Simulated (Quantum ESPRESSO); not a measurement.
# Where does O sit best among Se sites?

Calculated results; nothing here was measured. They come from pw.x of Quantum ESPRESSO 7.5, a plane-wave density functional program, with PseudoDojo standard norm-conserving files (v0.5 for PBE, v0.4.1 for LDA and PBEsol). The cells are made up: elements, strain and atom displacements were drawn at random, and nothing was relaxed. There is no spin polarisation, spin-orbit coupling or dispersion term.

The cell has 8 sites of a zincblende or diamond lattice. Sites 1 to 4 hold Zn Zn Zn Zn; sites 5 to 8 hold X X X X. Cell vectors in Å: (5.555, 0.041, -0.032); (0.041, 5.741, -0.030); (-0.032, -0.030, 5.609). Settings: PBE, cutoff 1170 eV, 4 x 4 x 4 k mesh shifted by half a step, Fermi-Dirac smearing of 0.025 eV.

In each run one of the sites marked X holds O and the others hold Se; cell and positions stay the same. E is the free energy of the cell.

| site of the guest | first shell | mean distance (Å) | E above the lowest (eV) | P (GPa) | force on the guest (eV/Å) |
| --- | --- | --- | --- | --- | --- |
| 5 | Zn4 | 2.411 | 0.000 | -3.07 | 0.370 |
| 6 | Zn4 | 2.477 | 0.650 | -1.75 | 0.324 |
| 7 | Zn4 | 2.439 | 0.417 | -2.28 | 0.388 |
| 8 | Zn4 | 2.445 | 0.446 | -2.21 | 0.389 |

A rerun of one of these cells at 1467 eV and k mesh 6 x 6 x 6 moved values by no more than 0.003 eV in the cell's energy, 0.02 GPa in stress and 0.002 eV/Å in force.

## Reading the table

Site 5 is lowest, by 0.417 eV, over three times the rerun's bound. A straight line of energy against the mean distance has a slope of 9.7 ± 2.0 eV/Å, so the guest costs less on the tighter sites. The positions are random and not relaxed, so the differences hold for this frozen cell and are not site preferences of a real crystal.